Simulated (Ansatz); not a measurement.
GaN (zinc blende), conventional cell a = 4.498 Å, b = 4.498 Å, c = 4.498 Å, α = 90.00°, β = 90.00°, γ = 90.00°. The calculation uses the primitive cell of 2 atoms, to which meshes and values per cell refer.

Equation-of-state scan: isotropic scaling of the cell above, V₀ being its volume. Symmetry pins the atoms to their sites.

These are r2SCAN (plane waves to 500 eV, PAW, scalar-relativistic; Ansatz, a program for electronic structure) values and carry that method's errors. k mesh 13×13×13 (Γ-centred), Fermi-Dirac smearing 0.05 eV. The energy includes the smearing's −TS. GaN was relaxed with its symmetry unable to fall. The zero of ΔE is the relaxed starting cell.

| V (Å³/atom) | ΔE (meV/atom) |
|---|---|
| 10.237 | 84.0 |
| 10.427 | 56.5 |
| 10.616 | 35.0 |
| 10.806 | 19.1 |
| 10.996 | 8.2 |
| 11.185 | 2.0 |
| 11.375 | 0.0 |
| 11.564 | 1.9 |
| 11.754 | 7.3 |
| 11.944 | 16.0 |
| 12.133 | 27.7 |
| 12.323 | 42.0 |
| 12.512 | 58.9 |

Q: What is the fitted pressure derivative B₀′?

A: 4.3.

Q: What bulk modulus B₀ follows from a third-order Birch-Murnaghan fit?

A: 196 GPa. Check by three points about V = 11.375 Å³/atom, step 0.190: d²E/dV² ≈ (2.0 − 2·0.0 + 1.9) meV / 0.190² = 0.108 eV/Å⁶, and V·d²E/dV² × 160.2 = 198 GPa.

(Under strain, the slope of the energy per volume gives the stress and its curvature an elastic modulus.)
